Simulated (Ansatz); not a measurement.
**Cost of a DFT run on Zn18S17**

```yaml
crystal:
  lattice:
    - [5.718, 3.3012888392, 0.0]
    - [-5.718, 3.3012888392, 0.0]
    - [0.0, 0.0, 18.68999]
  atoms:
    - { symbol: Zn, position: [0.0, 0.0, 0.0] }
    - { symbol: Zn, position: [0.3333333333, 0.6666666667, 0.0] }
    - { symbol: Zn, position: [0.6666666667, 0.3333333333, 0.0] }
    - { symbol: Zn, position: [0.0, 0.0, 0.5] }
    - { symbol: Zn, position: [0.3333333333, 0.6666666667, 0.5] }
    - { symbol: Zn, position: [0.6666666667, 0.3333333333, 0.5] }
    - { symbol: Zn, position: [0.3333333333, 0.3333333334, 0.16667] }
    - { symbol: Zn, position: [0.6666666667, 0.0, 0.16667] }
    - { symbol: Zn, position: [0.0, 0.6666666667, 0.16667] }
    - { symbol: Zn, position: [0.3333333333, 1.0, 0.66667] }
    - { symbol: Zn, position: [0.6666666667, 0.6666666666, 0.66667] }
    - { symbol: Zn, position: [0.0, 0.3333333333, 0.66667] }
    - { symbol: Zn, position: [0.3333333333, 1.0, 0.33333] }
    - { symbol: Zn, position: [0.6666666667, 0.6666666666, 0.33333] }
    - { symbol: Zn, position: [0.0, 0.3333333333, 0.33333] }
    - { symbol: Zn, position: [0.3333333333, 0.3333333334, 0.83333] }
    - { symbol: Zn, position: [0.6666666667, 0.0, 0.83333] }
    - { symbol: Zn, position: [0.0, 0.6666666667, 0.83333] }
    - { symbol: S, position: [0.3333333333, 0.6666666667, 0.125] }
    - { symbol: S, position: [0.6666666667, 0.3333333333, 0.125] }
    - { symbol: S, position: [0.0, 0.0, 0.625] }
    - { symbol: S, position: [0.3333333333, 0.6666666667, 0.625] }
    - { symbol: S, position: [0.6666666667, 0.3333333333, 0.625] }
    - { symbol: S, position: [0.3333333333, 0.3333333334, 0.29167] }
    - { symbol: S, position: [0.6666666667, 0.0, 0.29167] }
    - { symbol: S, position: [0.0, 0.6666666667, 0.29167] }
    - { symbol: S, position: [0.3333333333, 1.0, 0.79167] }
    - { symbol: S, position: [0.6666666667, 0.6666666666, 0.79167] }
    - { symbol: S, position: [0.0, 0.3333333333, 0.79167] }
    - { symbol: S, position: [0.3333333333, 1.0, 0.45833] }
    - { symbol: S, position: [0.6666666667, 0.6666666666, 0.45833] }
    - { symbol: S, position: [0.0, 0.3333333333, 0.45833] }
    - { symbol: S, position: [0.3333333333, 0.3333333334, 0.95833] }
    - { symbol: S, position: [0.6666666667, 0.0, 0.95833] }
    - { symbol: S, position: [0.0, 0.6666666667, 0.95833] }
total_charge: 2
kpoints:
  mp_grid: { grid: [3, 3, 1] }
scf:
  occupations: { method: fermi_dirac, width: 0.01 }
hamiltonian:
  xc: pbe
  pseudopotentials: { kind: paw }
output:
  forces: true
  stress: true
  populations: true
  efg:
    quadrupole_moments_barn: { Zn: 0.122, S: -0.0694 }
    contact_densities: true
```

```sh
ansatz run input.yaml --threads 1 --pin off --max-ram 3072MiB --backend cpu --events-out ev --progress --plain --runs-dir out
```

It runs on 1 thread of Arm Neoverse V2 (aarch64; 32 cores open to the job, memory cap 3.0 GiB, no GPU), a shared host with a load of 0.6 a core.

Question: How much time and memory should be set aside?

Answer: About 1.9 min of wall time (1.9 min of CPU time) and 1.2 GiB. The run holds 316 valence electrons in 193 bands, about 13731 plane waves a k-point and 3 irreducible k-points, and took 15 SCF iterations. Times on a shared host vary by tens of per cent.
